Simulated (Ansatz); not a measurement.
The relaxed structure here is a generated cell of TaSi2: the first start was made by placing the elements on the sites of a structure type, and the end was not matched to a known phase here, so it may be hypothetical. Known forms of TaSi2 include space group No. 181.

A relaxed structure of TaSi2. Computed with r2SCAN (plane waves to 500 eV, PAW, scalar-relativistic; Ansatz, a program for electronic structure).

```xyz
3
Lattice="-1.6335 1.6335 4.0761 1.6335 -1.6335 4.0761 1.6335 1.6335 -4.0761" Properties=species:S:1:pos:R:3 pbc="T T T"
Ta     0.0000     0.0000     0.0000
Si     0.0000     0.0000     2.7038
Si     0.0000     0.0000     5.4484
```

Problem. Determine the symmetry and give the standard cell with its independent sites.

Solution. Space group I4/mmm (No. 139); a = b = 3.2670 Å, c = 8.1521 Å, α = β = γ = 90.00°

```csv
atom,site,symmetry,x,y,z
Ta,2a,4/mmm,0.0000,0.0000,0.0000
Si,4e,4mm,0.0000,0.0000,0.3317
```

This is the AFLOW prototype AB2_tI6_139_a_e (C11_b, as in Si2Mo).

Problem. Give the shortest distances between elements (the closest pairs, up to four, under 3.6 Å).

Solution. Si–Si 2.67 Å; Si–Ta 2.69 Å; Ta–Ta 3.27 Å.

- Volume per atom = 14.50 Å³
- Band gap = zero (metallic)

No spin polarisation in the result. The relaxed primitive cell holds an odd number of electrons. A magnetic state may lie lower.

The run could not lose the symmetry of its start; a randomly shaken copy of 6 atoms returns to this structure.
